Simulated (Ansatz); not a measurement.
Trial structure of Nb₃BN₄, not yet relaxed:

```
CELL_PARAMETERS angstrom
4.48891 0.00000 0.00000
0.00000 4.48891 0.00000
0.00000 0.00000 4.48891
ATOMIC_POSITIONS crystal
Nb 0.00000 0.50000 0.50000
Nb 0.50000 0.50000 0.00000
Nb 0.50000 0.00000 0.50000
B 0.00000 0.00000 0.00000
N 0.25268 0.74732 0.74732
N 0.74732 0.74732 0.25268
N 0.74732 0.25268 0.74732
N 0.25268 0.25268 0.25268
```

All numbers below come from DFT PBE, scalar-relativistic, plane waves, PAW in Ansatz 0.2.0. Settings: cutoff 420 eV, Γ-centred mesh 4×4×4 on the computed 8-atom cell, Gaussian smearing of 0.10 eV; no spin polarisation.

Energies over the elements count from the elements' standard structures at the same level (N₂ as a molecule), with no fitted energy shifts.

Task: What does a single point on this coarse mesh give?

Result: The pressure is 32.4 GPa (it wants to expand), the largest force is 4.55 eV/Å, and the energy is +0.08 eV/atom against the elements. The shortest distance is 1.94 Å.

Task: How much does it gain on relaxing, and where does it end?

Result: Relaxing gains about 0.75 eV/atom (the start's value is from the coarse mesh, so the gain is rough) in 10 ionic steps and ends at −0.67 eV/atom on the finer mesh. The symmetry stays P-43m (No. 215). The volume per atom stays near 11.3 Å³. The shortest distance goes from 1.94 Å (Nb–N) to 1.57 Å (B–N). Conventional cell: a = 4.486 Å. Nb has 4 N at 2.10 Å; B has 4 N at 1.57 Å; N has 1 B at 1.57 Å and 3 Nb at 2.10 Å.

The last run used an 8×8×8 mesh for its 8-atom cell and Gaussian smearing of 0.10 eV. The relaxation can't lower the symmetry of the start. A structure relaxed within its symmetry needn't be a true minimum.
